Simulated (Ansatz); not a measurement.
SiC in space group P6_3mc (No. 186; Pearson symbol hP16), plane-wave PAW PBEsol (Ansatz code). The conduction-band minimum lies at M, with 3 equivalent valleys. Second derivatives d²E/dk² of the lowest band at one valley (eV·Å²), along Cartesian directions:

```csv
direction,d²E/dk²
[100],33.44
[010],13.28
[001],14.92
[110],23.37
[101],24.21
[011],14.10
```

Q: Find the principal effective masses, the density-of-states mass and the conductivity mass.

A: Off-diagonal terms follow from H_xy = H[110] − (H_xx + H_yy)/2, and m*/mₑ = 7.620 eV·Å² over each eigenvalue: 0.23, 0.51, 0.57. One valley's DOS mass (m₁m₂m₃)^(1/3) = 0.41, conductivity mass 3/(Σ 1/mᵢ) = 0.37 mₑ.

Q: What effective density of states Nc follows at 300 K for parabolic valleys?

A: Nc = 2.509e19 × 3 × (0.41)^(3/2) ≈ 2.0e19 cm⁻³.

The workflow started from an entry of the Crystallography Open Database (COD). Its sites differ from those of the usual phase in this space group: another stacking or structure type. Symmetry was held in the PBEsol relaxation; whether a distortion lowers the energy is not shown.

Potentials: the later of the program's two PAW sets.

Edges and masses are those of Kohn–Sham bands, whose gap is no quasiparticle gap.
